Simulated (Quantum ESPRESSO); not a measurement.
```cif
data_H24Ca4Ir4Na4
_chemical_formula_sum 'H24 Na4 Ca4 Ir4'
_space_group_name_H-M_alt 'F-43m'
_space_group_IT_number 216
_space_group_name_Hall 'F -4 2 3'
_cell_length_a 7.22608
_cell_length_b 7.22608
_cell_length_c 7.22608
_cell_angle_alpha 90.000
_cell_angle_beta 90.000
_cell_angle_gamma 90.000
loop_
_atom_site_label
_atom_site_type_symbol
_atom_site_symmetry_multiplicity
_atom_site_Wyckoff_symbol
_atom_site_fract_x
_atom_site_fract_y
_atom_site_fract_z
_atom_site_occupancy
H1 H 24 f 0.00000 0.00000 0.23262 1
Na1 Na 4 c 0.25000 0.25000 0.25000 1
Ca1 Ca 4 d 0.75000 0.75000 0.75000 1
Ir1 Ir 4 a 0.00000 0.00000 0.00000 1
```
(The calculation used a cell of 9 atoms; values per cell refer to that cell.)

The geometry is that of Materials Project entry mp-1180133, symmetrised and not relaxed again.

Task: What does norm-conserving PBEsol (Quantum ESPRESSO, 88 Ry, without SOC) give for the electronic structure near the Fermi level?

Result: The PBEsol gap is 3.25 eV and nearly direct: the edges lie at K and X, the smallest direct gap within 0.02 eV of it. Without spin-orbit coupling, band edges of such heavy elements can be off by tenths of an eV.

The structure is a Materials Project entry; no match was found in the copy of COD used, and its stability was not checked.
